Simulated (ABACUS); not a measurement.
Set-up for a self-consistent single point of GaSb (F-43m, 2 atoms in the cell; from Materials Project mp-1156).

```xyz
2
Lattice="0.0000 3.0686 3.0686 3.0686 0.0000 3.0686 3.0686 3.0686 0.0000" Properties=species:S:1:pos:R:3 pbc="T T T"
Ga     0.0000     0.0000     0.0000
Sb     4.6029     4.6029     4.6029
```

Level of theory: RPBE, PseudoDojo 0.5 standard norm-conserving PBE (tails mended) pseudopotentials (plane waves; ABACUS).

ABACUS settings:

```
key                                                                   value
---------------  ----------------------------------------------------------
KPT                                                          MP 9 9 9 0 0 0
basis_type                                                               pw
dft_functional                                         GGA_X_RPBE+GGA_C_PBE
ecutwfc                                                               80 Ry
smearing_method                                                          mv
smearing_sigma                                                0.00999582 Ry
potentials       PseudoDojo 0.5 standard norm-conserving PBE (tails mended)
symmetry                                                                  1
ks_solver                                                               dav
scf_nmax                                                                100
scf_thr                                                          1.0e-09 Ry
mixing_type                                                         broyden
mixing_beta                                                             0.4
```

Results:

```
Item                                                     Result
------------------------------------------------  -------------
Number of valence electrons                                  28
Number of bands                                              24
Number of k-points after the program's reduction             35
Number of plane waves (most at a k-point)                  4740
Number of SCF iterations                                      9
FFT grid                                           48 × 48 × 48
Free energy E − TS                                -4558.6470 eV
Fermi level (on the code's own zero)                    8.27 eV
Pressure                                               3.42 GPa
```

Stress (GPa, positive for compression):
```
3.42  0.00  0.00
0.00  3.42  0.00
0.00  0.00  3.42
```

For comparison: a first run (DFT, PBEsol, plane waves, PseudoDojo 0.4 standard norm-conserving PBEsol (tails mended) pseudopotentials) was changed to give this one (dft_functional: PBESOL → GGA_X_RPBE+GGA_C_PBE; pseudopotentials: PseudoDojo 0.4 standard norm-conserving PBEsol (tails mended) → PseudoDojo 0.5 standard norm-conserving PBE (tails mended)), and from it to this one the pressure goes from -0.69 to 3.42 GPa.

The potentials were made for another functional than the one used. The structure comes from a collection of computed structures, made at another level of theory; the collection holds predicted forms beside known ones.

Cost on one core: roughly 50 core-seconds.

“Tails mended”: in these copies of the files the far tail of each local potential was reset to the Coulomb form.
